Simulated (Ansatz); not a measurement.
# Two states of NiPtF₆

```
CELL_PARAMETERS angstrom
2.47095 1.42661 4.57101
-2.47095 1.42661 4.57101
0.00000 -2.85321 4.57101
ATOMIC_POSITIONS crystal
Ni 0.50000 0.50000 0.50000
F 0.24200 0.62700 0.88200
F 0.88200 0.24200 0.62700
F 0.62700 0.88200 0.24200
F 0.75800 0.37300 0.11800
F 0.11800 0.75800 0.37300
F 0.37300 0.11800 0.75800
Pt 0.00000 0.00000 0.00000
```

Level: r2SCAN; 500 eV; 5×5×5 Γ-centred mesh; gaussian occupations (width 0.2779 eV); Ansatz 0.2.0, fixed geometry.

State A: no moments (no spin polarisation). State B: Ni1 up (collinear spin).

Q: Which state is lower, and how do they differ?

A: State B is lower by 232.7 meV an atom at zero smearing; in free energy at this smearing B lies -215.3 meV an atom from A.

| state | free energy (meV/atom) | largest moment in a small sphere (μB) | net moment (μB/cell) | gap on mesh (eV) | pressure (GPa) | largest force (eV/Å) |
| --- | --- | --- | --- | --- | --- | --- |
| A | 215.3 | 0.00 | 0.00 | metal | 7.8 | 1.43 |
| B | 0.0 | 1.69 | 2.00 | 2.24 | 8.0 | 1.02 |

Origin: a database entry at a rescaled volume. Caveats: no spin-orbit coupling, which can shift this gap by tenths of an eV; wide smearing; gaps of Fe, Co and Ni magnets come out low on these datasets; the Fermi level lies in a narrow band between gaps, which spin or distortion may split; the k mesh is coarse if the cell is a metal.
